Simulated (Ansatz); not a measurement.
The calculation used Ansatz, DFT PBE, scalar-relativistic, plane waves, PAW. All cells share a 420 eV cutoff and Γ-centred k meshes spaced at most about 0.3 Å⁻¹ (about 0.25 or finer for metals, 2π included). No spin polarisation in the final relaxations.

Temperature and zero-point effects are left out.

Two relaxed structures of Sn₂GeP₂:

A.

```
CELL_PARAMETERS angstrom
-2.57020 2.57020 4.42837
2.57020 -2.57020 4.42837
2.57020 2.57020 -4.42837
ATOMIC_POSITIONS crystal
Sn 0.16097 0.16097 0.00000
Sn 0.83903 0.83903 0.00000
Ge 0.50000 0.50000 0.00000
P 0.75000 0.25000 0.50000
P 0.25000 0.75000 0.50000
```

B.

```
CELL_PARAMETERS angstrom
-2.76971 2.76971 3.74800
2.76971 -2.76971 3.74800
2.76971 2.76971 -3.74800
ATOMIC_POSITIONS crystal
Sn 0.50000 0.00000 0.50000
Sn 0.00000 0.50000 0.50000
Ge 0.50000 0.50000 0.00000
P 0.84900 0.84900 0.00000
P 0.15100 0.15100 0.00000
```

Question: Which would you expect to be lower, and how large is the difference?

Answer: B is lower, by 48 meV/atom. A has space group I4/mmm (No. 139), 23.4 Å³/atom and no gap on its mesh; B has space group I4/mmm (No. 139), 23.0 Å³/atom and no gap. Counting Ge or P atoms around Sn (for each partner element, those within 1.25 times its shortest distance or 1.15 times the sum of covalent radii, where it is the nearest in units of that sum or under 1.3; a plus sign parts groups by distance over the sum of covalent radii), A has Sn 5 and B has Sn 2+4. B holds P–P pairs (shortest 2.26 Å); in A the shortest P–P distance is 3.63 Å. Even the lower one lies +0.32 eV/atom against the reference forms of the elements (uncorrected), so neither is stable at this level. Both come from invented guesses. A third cell relaxed alike, in P-3m1, lies 273 meV/atom below the lower of the two.

Cells relaxed within their symmetry can be saddle points.
